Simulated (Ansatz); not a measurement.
input.yaml

```yaml
crystal:
  lattice:
    - [3.912712, 0.0, 0.0]
    - [0.0, 3.912712, 0.0]
    - [0.0, 0.0, 3.912712]
  atoms:
    - { symbol: Mn, position: [0.0, 0.5, 0.0], spin: 4.0 }
    - { symbol: Mn, position: [0.5, 0.0, 0.0], spin: 4.0 }
    - { symbol: Mn, position: [0.0, 0.0, 0.5], spin: 4.0 }
    - { symbol: Sb, position: [0.5, 0.5, 0.5] }
    - { symbol: "N", position: [0.0, 0.0, 0.0] }
basis:
  ecutwfc: 500
kpoints:
  mp_grid: { grid: [6, 6, 6] }
hamiltonian:
  xc: r2scan
scf:
  occupations: { method: gaussian, width: 0.1 }
  lower_state_search: "off"
output:
  forces: true
  stress: true
  eigenvalues: true
  populations: true
magnetization:
  spin_polarized: true
```

Launched with
```bash
ansatz run input.yaml --threads 1 --pin off --max-ram 2560MiB --backend cpu --events-out ev --progress --plain --runs-dir out
```

Theory: DFT r2SCAN, scalar-relativistic, plane waves, PAW in Ansatz.

From the run's log, abridged (final results; tables in files aren't shown):

```
SCF 1 converged in 15 iterations: F = -18596.198237 eV  dr2 = 1.42e-8
this state was not tested for a lower state beside it, because the mixer in use, unlike msr1, does not test its closes by its own steps (another_mixer; see scf.mixing.algorithm and scf.lower_state_search)
SCF converged after 15 iterations
Magnetization: 8.9942 μB (36.9971 up, 28.0029 down)
Absolute magnetization: 9.5032 μB (∫|ρ↑−ρ↓|, with the PAW one-centre terms)
Spin contamination: 0.2483 ħ² per cell (⟨S²⟩ above its minimum at these occupations)
Per-site moments (μB) at R_I (Å): [(2.67708052, 0.80699685), (2.67708052, 0.80699685), (2.67708052, 0.80699685), (-0.07885228, 1.14126589), (-0.02246149, 0.80699685)]
Free energy (F): -18596.198237 eV
Harris-Foulkes:  -18596.198237 eV  (|F-HF|=7.02e-8)
Internal energy: -18596.171432 eV  (E = F + TS)
E sigma→0 (E₀):  -18596.184835 eV
Entropy (-TS):   -0.026804 eV (-5.361 meV/atom)
Fermi energy:    18.626708 eV
--- Per-component energies (eV) ---
  E_band       = -647.713854
  E_kinetic    = 1269.255614
  E_local      = -6654.269274  (includes V_loc(G=0)·N_el)
  E_nonlocal   = 1156.193710
  E_hartree    = 2853.351073
  E_xc         = -520.020474
  E_vxc        = -677.313385  (∫ρ·V_xc dr)
  E_paw        = -8676.013672  (= ΣΔE_a)
  E_vpaw       = -1493.202275  (= ΣTr[D̂ρ^β])
  E_aug_tail   = 0.000007  (compensation charges beyond the density's cutoff)
  E_vtau       = 44.917437  (kinetic-family band-sum trace: ∫τ·v_τ [+ j·A + Jᵃ·Aᵃ] dr)
  E_ewald      = -8024.295759
  E_core_change = -0.372657  (= ΣΔE_core)
  E_smearing   = -0.026804  (= −TS)
--- Forces (eV/Å), atoms counted from 1 ---
  atom   1  Mn     0.00000000     0.00000000     0.00000000
  atom   2  Mn     0.00000000     0.00000000     0.00000000
  atom   3  Mn     0.00000000     0.00000000     0.00000000
  atom   4  Sb     0.00000000     0.00000000     0.00000000
  atom   5  N      0.00000000     0.00000000     0.00000000
--- Stress (GPa, compression-positive) ---
       19.994879       0.000000       0.000000
        0.000000      19.994879       0.000000
        0.000000       0.000000      19.994879
  P = ⅓ Tr σ = 19.9949 GPa (199.949 kbar)
--- Band table (eV; the first three rows and the last of 40) ---
  k-point 0 ↑: bands = ["-65.8289", "-65.7878", "-65.7878", "-33.4382", "-33.4382", "-33.4382", "-33.3720", "-33.3720", "-33.3720", "-33.1847", "-33.1847", "-33.1847", "-11.8494", "-11.8494", "-11.8494", "-11.8477", "-11.8477", "0.1670", "5.8600", "12.8636", "12.8636", "12.8636", "13.8017", "13.8017", "13.8200", "13.8200", "13.8200", "15.9282", "15.9282", "15.9282", "16.8338", "16.8338", "17.1753", "17.2405", "17.2405", "17.2405", "17.7318", "17.7318", "17.7318", "19.1072", "23.3132", "23.3132", "24.1657", "28.1545", "28.1545", "28.1545", "30.8093"]
  k-point 1 ↑: bands = ["-65.8265", "-65.7902", "-65.7878", "-33.4324", "-33.4324", "-33.4306", "-33.3740", "-33.3740", "-33.3726", "-33.1941", "-33.1886", "-33.1886", "-11.8493", "-11.8491", "-11.8491", "-11.8467", "-11.8427", "0.3016", "6.0044", "12.0417", "12.7052", "12.7052", "13.6608", "13.7673", "13.7673", "13.8804", "13.9966", "15.8432", "15.8432", "15.8474", "15.9041", "16.8317", "17.0413", "17.2408", "17.2757", "17.2757", "18.2215", "18.3216", "18.3216", "19.5280", "23.3186", "23.9948", "25.2634", "27.2058", "27.2058", "27.2215", "30.0935"]
  k-point 2 ↑: bands = ["-65.8202", "-65.7965", "-65.7877", "-33.4185", "-33.4185", "-33.4134", "-33.3800", "-33.3800", "-33.3738", "-33.2151", "-33.1967", "-33.1967", "-11.8489", "-11.8484", "-11.8484", "-11.8448", "-11.8329", "0.5958", "6.3008", "11.0873", "12.4583", "12.4620", "12.4620", "13.5716", "13.5716", "14.0184", "14.4872", "15.4780", "15.6687", "15.8749", "15.8749", "16.6199", "16.8778", "17.2415", "17.3756", "17.3756", "18.6877", "19.4255", "19.4255", "19.7337", "23.3419", "25.1871", "25.5931", "25.5931", "25.8736", "28.3734", "29.3663"]
  k-point 19 ↓: bands = ["-61.5575", "-61.5575", "-61.5575", "-29.6087", "-29.2715", "-29.2715", "-29.0747", "-29.0747", "-29.0747", "-28.8941", "-28.8941", "-28.8941", "-11.8519", "-11.8519", "-11.8519", "-11.8106", "-11.8106", "1.9057", "7.7900", "10.7128", "10.7128", "10.7128", "13.1967", "13.1967", "13.1967", "17.8412", "17.8412", "17.8412", "18.8965", "18.8965", "18.8965", "20.3961", "20.3961", "21.2555", "21.3741", "21.3741", "21.3741", "22.6718", "22.6718", "22.6718", "26.9864", "27.4043", "27.4043", "27.4043", "31.8269", "31.8269", "31.8269"]
--- Löwdin populations: 5 sites ---
  site symbol q [e]    m [muB]
     0     Mn     14.4067     3.1024
     1     Mn     14.4067     3.1024
     2     Mn     14.4067     3.1024
     3     Sb     15.3804    -0.1848
     4      N      5.9003    -0.0171
  spilling = 0.007681 (of n_electrons = 65.000000)
```

Self-consistency was reached.

Time: 15 s on 1 thread of Intel(R) Xeon(R) Platinum 8488C (Sapphire Rapids), on a shared host, peak memory 0.6 GiB.

The state reached may not be the lowest one. The k mesh is coarse. Spin-orbit coupling is left out, which matters for the bands of heavy elements. Moments started parallel, and an antiferromagnetic order may lie lower.